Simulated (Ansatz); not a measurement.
Values for one crystal, relaxed and computed with the program Ansatz at the r²SCAN level (PAW); other levels are named.

```yaml
volume_per_atom: 24.88 Å³
band_gap: 1.27 eV (indirect)
smallest_direct_gap_on_the_standard_path: 1.57 eV
valence_band_maximum: at T
electron_effective_mass: 0.34, 0.44, 0.76 mₑ (principal values)
Formation energy from the elements (no fitted shifts): -1.09 eV/atom
```

Problem. Pick the material that matches.
(A) MgSe, zinc blende
(B) PbSe, rock salt
(C) Ce2SeO2, P-3m1 (Ce on 2d, Se on 1b, O on 2d)
(D) RbCrSe2, R3m (Rb on 3a, Cr on 3a, Se on 3a, Se on 3a)

Solution. D, RbCrSe2, R3m (Rb on 3a, Cr on 3a, Se on 3a, Se on 3a)

The workflow started from a Materials Project entry (that database holds measured and hypothetical structures alike); the Crystallography Open Database copy checked does not list it. Its standing as an ambient phase is unchecked. The cell was relaxed with r²SCAN under the symmetry of its start; whether a distortion lowers the energy is not shown. Spin order of the final state: ferromagnetic, the only order run, not a proven ground state. The cell computed holds one magnetic atom, so no antiferromagnetic order was within reach. Other orbital occupations within this spin state were not tried. No Hubbard U is applied. The references are the lowest solids computed at this level, not always the standard phases. Spin–orbit coupling is left out wherever it is not named.

Potentials: the later of the program's two PAW sets.
